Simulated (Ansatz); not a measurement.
HfO2:
```cif
data_Hf4O8
_chemical_formula_sum 'Hf4 O8'
_space_group_name_H-M_alt 'Pca21'
_space_group_IT_number 29
_space_group_name_Hall 'P 2c -2ac'
_cell_length_a 5.22912
_cell_length_b 5.01785
_cell_length_c 5.04207
_cell_angle_alpha 90.000
_cell_angle_beta 90.000
_cell_angle_gamma 90.000
loop_
_atom_site_label
_atom_site_type_symbol
_atom_site_symmetry_multiplicity
_atom_site_Wyckoff_symbol
_atom_site_fract_x
_atom_site_fract_y
_atom_site_fract_z
_atom_site_occupancy
Hf1 Hf 4 a 0.03288 0.26756 0.24232 1
O1 O 4 a 0.36801 0.07175 0.37988 1
O2 O 4 a 0.23404 0.54033 0.49080 1
```

Relaxed with PBEsol. 

### Question
HSE06 on this cell (Ansatz, a program for electronic structure, PAW) gives a gap of 6.11 eV. What does PBEsol give?

### Answer
4.34 eV.

Cost on shared cores: the PBEsol run (SCF on a 6×6×6 mesh, then bands and DOS) about 16 core-minutes (a rough figure), the HSE06 run (SCF on 3×3×3, then a few points) roughly 90 core-seconds; the tasks are unlike.

Space group Pca2_1. The PBEsol relaxation kept the symmetry of its start. The run is not spin-polarised. Scalar-relativistic: spin–orbit coupling is off unless named, which matters more the heavier the elements.

Potentials: the earlier of the program's two PAW sets. The files were generated under PBE; for other functionals the program regenerates the frozen cores, and for LDA and PBEsol the local potential too.

Ansatz is a plane-wave DFT program.
